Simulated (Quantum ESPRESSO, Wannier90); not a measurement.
**Wannierisation of SnO₂ (Pnnm)**

Structure: Materials Project mp-550172, symmetrised, not relaxed again. Not found in the COD (Crystallography Open Database) copy used, which has the formula in other groups; not checked further. Method: LDA plane waves in Quantum ESPRESSO 7.5 (PseudoDojo norm-conserving files, 68 Ry, no spin polarisation, no spin-orbit coupling), Bloch states on a 6×6×10 mesh through Γ, Wannier90 4.0.1. Density: 6×6×10 mesh, Gaussian smearing 0.01 Ry. Spin-orbit coupling is left out although heavy elements are present.

```
begin unit_cell_cart
ang
    4.7880000000    0.0000000000    0.0000000000
    0.0000000000    4.8665800000    0.0000000000
    0.0000000000    0.0000000000    3.2409000000
end unit_cell_cart
mp_grid = 6 6 10
```

Neighbour vectors b of the finite-difference formula (Å⁻¹), by shell:

| shell | b_x | b_y | b_z |
|---|---|---|---|
| 1 | 0.00000 | 0.00000 | 0.19387 |
| 1 | 0.00000 | 0.00000 | -0.19387 |
| 2 | 0.00000 | 0.21518 | 0.00000 |
| 2 | 0.00000 | -0.21518 | 0.00000 |
| 3 | 0.21871 | 0.00000 | 0.00000 |
| 3 | -0.21871 | 0.00000 | 0.00000 |

### Question
Find the weights w_b from the completeness condition Σ_b w_b b_α b_β = δ_αβ.

### Answer
Shell 1: Σ b_x² = 0.000, Σ b_y² = 0.000, Σ b_z² = 0.075 Å⁻²
Shell 2: Σ b_x² = 0.000, Σ b_y² = 0.093, Σ b_z² = 0.000 Å⁻²
Shell 3: Σ b_x² = 0.096, Σ b_y² = 0.000, Σ b_z² = 0.000 Å⁻²
Each of the three diagonal sums, weighted, has to give 1 and the off-diagonal ones 0, which holds for w_1 = 13.3 Å², w_2 = 10.8 Å², w_3 = 10.5 Å². Check on xx: 13.30×0.000 + 10.80×0.000 + 10.45×0.096 = 1.00.

On this mesh the 12 functions of bands 15-26 (bands 15-26; start: atomic waves O 2p, conv_tol = 1.0e-6) end with spreads 1.2901, 1.1705, 1.1614, 1.2901, 1.1705, 1.1614, 1.2901, 1.1705, 1.1614, 1.2901, 1.1705, 1.1614 Å², Ω_I = 14.0901 Å² and Ω_D = 0.0085 Å².

Ω_total is the sum of the spreads, 14.488 Å². Ω_OD = Ω_total − Ω_I − Ω_D = 0.389 Å². Only (Ω_D + Ω_OD)/Ω_total = 2.7 % depends on the gauge, and another start could lower the total by that share at most. The rms radius is √(Ω_total/12) = 1.10 Å.
